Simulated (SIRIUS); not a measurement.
Band structure of InP (F-43m, 2 atoms in the cell; from Materials Project mp-20351).

```yaml
crystal:
  lattice:
    - [0.00000, 2.95198, 2.95198]
    - [2.95198, 0.00000, 2.95198]
    - [2.95198, 2.95198, 0.00000]
  atoms:
    - { symbol: In, position: [0.00000, 0.00000, 0.00000] }
    - { symbol: P, position: [0.25000, 0.25000, 0.25000] }
```

Computed with PBE, PseudoDojo 0.5 standard norm-conserving PBE (tails mended) pseudopotentials (plane waves; SIRIUS).

Settings: parameters.ngridk = 8 8 8; parameters.xc_functionals = [XC_GGA_X_PBE, XC_GGA_C_PBE]; parameters.gk_cutoff = 8.367 1/bohr; parameters.pw_cutoff = 16.734 1/bohr; parameters.smearing = fermi_dirac; parameters.smearing_width = 0.000367493 Ha; potentials = PseudoDojo 0.5 standard norm-conserving PBE (tails mended) pseudopotentials; parameters.electronic_structure_method = pseudopotential; parameters.num_bands = 15; parameters.num_mag_dims = 0; parameters.num_dft_iter = 100; parameters.energy_tol = 1e-07 Ha; parameters.density_tol = 1e-06; mixer.type = anderson.

The structure comes from a collection of computed structures, made at another level of theory; the collection holds predicted forms beside known ones.

Task: Predict the gap along the standard path and the places of the band edges.

Result: The gap along the path is 0.59 eV, direct at Γ to within 0.01 eV.

Points are given in units of this cell's reciprocal vectors. Levels in eV from the top of the valence band on the path, bands 6 to 13:
```
point                      6      7      8      9    10    11    12    13
--------------------  ------  -----  -----  -----  ----  ----  ----  ----
Γ (0 0 0)             -11.37   0.00   0.00   0.00  0.59  4.09  4.09  4.09
X (0.5 0 0.5)          -9.10  -5.66  -2.25  -2.25  1.80  2.27  9.10  9.44
W (0.5 0.25 0.75)      -9.03  -5.51  -2.86  -2.81  4.29  4.30  5.52  6.21
K (0.375 0.375 0.75)   -9.11  -5.52  -3.20  -1.88  2.37  4.35  7.46  7.49
L (0.5 0.5 0.5)        -9.72  -5.62  -0.94  -0.94  1.45  4.81  4.81  7.08
U (0.625 0.25 0.625)   -9.11  -5.52  -3.20  -1.88  2.37  4.35  7.46  7.49
```

“Tails mended”: in these copies of the files the far tail of each local potential was reset to the Coulomb form.
